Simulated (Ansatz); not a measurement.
MgF2 (rutile)

Space group P4₂/mnm (No. 136); a = b = 4.6389 Å, c = 3.0624 Å, α = β = γ = 90.00°

| atom | site | symmetry | x | y | z |
|---|---|---|---|---|---|
| Mg | 2a | m.mm | 0.0000 | 0.0000 | 0.0000 |
| F | 4f | m.2m | 0.3034 | 0.3034 | 0.0000 |

Equation-of-state scan: isotropic scaling of the cell above, V₀ being its volume. The atoms relax within the cell's symmetry.

Level of theory: PBEsol (plane waves to 420 eV, PAW, scalar-relativistic; Ansatz, an electronic-structure program). k mesh 7×7×11 (Γ-centred), Fermi-Dirac smearing 0.05 eV. Energies are smeared free energies. Stress and pressure are positive under compression. With the shape held, the modulus is that of even scaling; a crystal free to change shape is softer. MgF2 was relaxed with its symmetry unable to fall. The zero of ΔE is the relaxed starting cell.

| V (Å³/cell) | ΔE (kJ/mol of atoms) | P (GPa) |
|---|---|---|
| 61.95 | 1.31 | 6.98 |
| 62.60 | 0.89 | 5.65 |
| 63.26 | 0.56 | 4.40 |
| 63.92 | 0.31 | 3.21 |
| 64.58 | 0.14 | 2.08 |
| 65.24 | 0.04 | 1.03 |
| 65.90 | 0.00 | 0.00 |
| 66.56 | 0.03 | -0.97 |
| 67.22 | 0.13 | -1.87 |
| 67.88 | 0.28 | -2.73 |
| 68.54 | 0.49 | -3.54 |
| 69.19 | 0.75 | -4.31 |
| 69.85 | 1.05 | -5.04 |

Key numbers:

* **Pressure at the smallest volume**: 6.98 GPa
* **Energy cost of the largest compression**: 13.6 meV/atom
* **Energy cost of the largest expansion**: 10.9 meV/atom
* **Bulk modulus at fixed cell shape B₀ (third-order Birch-Murnaghan fit)**: 98.4 GPa
* **Pressure derivative B₀′ (fit)**: 4.5
* **Equilibrium volume of the fit**: 10.98 Å³/atom
* **Pressure for 5 % compression (fit)**: 5.7 GPa

(Under strain, the slope of the energy per volume gives the stress and its curvature an elastic modulus.)
